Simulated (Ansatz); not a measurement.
# BeZn$_{3}$Se$_{4}$ (I-42m) at 2 levels of theory

One geometry, relaxed with PBE; plane waves with PAW potentials in Ansatz, scalar-relativistic. No spin polarisation. Gaps are the least over mesh and band path; pressure is positive in compression.

```
Be Zn Se
1.0
    -2.79715    2.79715    5.57649
     2.79715   -2.79715    5.57649
     2.79715    2.79715   -5.57649
Be Zn Se
1 3 4
Direct
  0.00000 0.00000 0.00000
  0.75000 0.25000 0.50000
  0.50000 0.50000 0.00000
  0.25000 0.75000 0.50000
  0.88504 0.35089 0.00000
  0.64911 0.64911 0.53415
  0.35089 0.88504 0.00000
  0.11496 0.11496 0.46585
```

```
level  cutoff (eV)  k mesh  gap (eV)  pressure (GPa)
  PBE          420   8×8×8      1.74             0.0
```

Task: What comes out on the same cell with LDA?

Result:
| level | cutoff (eV) | k mesh | gap (eV) | pressure (GPa) |
| --- | --- | --- | --- | --- |
| LDA | 420 | 8×8×8 | 1.51 | -5.0 |

The structure comes from a generated guess; another structure or a mixture of phases may lie lower.
